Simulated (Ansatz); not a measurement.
# Computed properties of FeCo

FeCo:
```xyz
2
Lattice="2.8450 0.0000 0.0000 0.0000 2.8450 0.0000 0.0000 0.0000 2.8450" Properties=species:S:1:pos:R:3 pbc="T T T"
Co     0.0000     0.0000     0.0000
Fe     1.4225     1.4225     1.4225
```
The run is spin-polarised; directions of the spins, atom by atom: ↑ ↑.

Space group Pm-3m (No. 221), CsCl type; conventional cell a = b = c = 2.845 Å, α = β = γ = 90.00°.

Method: plane-wave PAW PBE (Ansatz code). Structure relaxed to zero pressure with the same functional. Other levels are named where they apply.

### Cell and energy

```json
{
  "volume_per_atom": "11.51 Å³",
  "density": "8.28 g/cm³",
  "Formation energy from the elements (no fitted shifts)": "-0.067 eV/atom"
}
```

### Electronic structure

```json
{
 "electronic_character": "metallic (no gap)",
 "Density of states at the Fermi level": "0.69 states/eV per atom (mean over ±0.08 eV)"
}
```

### Magnetism

```json
{
 "magnetic_order": "ferromagnetic",
 "net_moment": "2.27 μB per atom"
}
```

### Mechanics

```json
{
  "Bulk modulus (Birch–Murnaghan fit)": "193 GPa",
  "Pressure derivative B′": "4.5",
  "Elastic constants (relaxed ions, GPa)": "C11 = 265, C12 = 155, C44 = 133",
  "mechanical_stability": "stable (all eigenvalues of C positive)",
  "hill_bulk_and_shear_moduli": "192 and 93.5 GPa",
  "Young's modulus": "241 GPa",
  "Poisson's ratio": "0.29",
  "debye_temperature_from_the_elastic_constants": "494 K"
}
```

### Charges

```json
{
 "bader_charges": "Co -0.20, Fe +0.20 e"
}
```

Symmetry was held in the PBE relaxation. The final state is ferromagnetic, chosen from 5 collinear starts compared on coarse meshes (ties went to the first, and starts can fall back to one state), not a proven ground state. Textbook magnetic order: ferromagnetic. As this level gives no gap, shear constants depend on the k-mesh and smearing (Fermi–Dirac, 0.1 eV here). The references are the lowest solids computed at this level, not always the standard phases.

Potentials: the later of the program's two PAW sets.
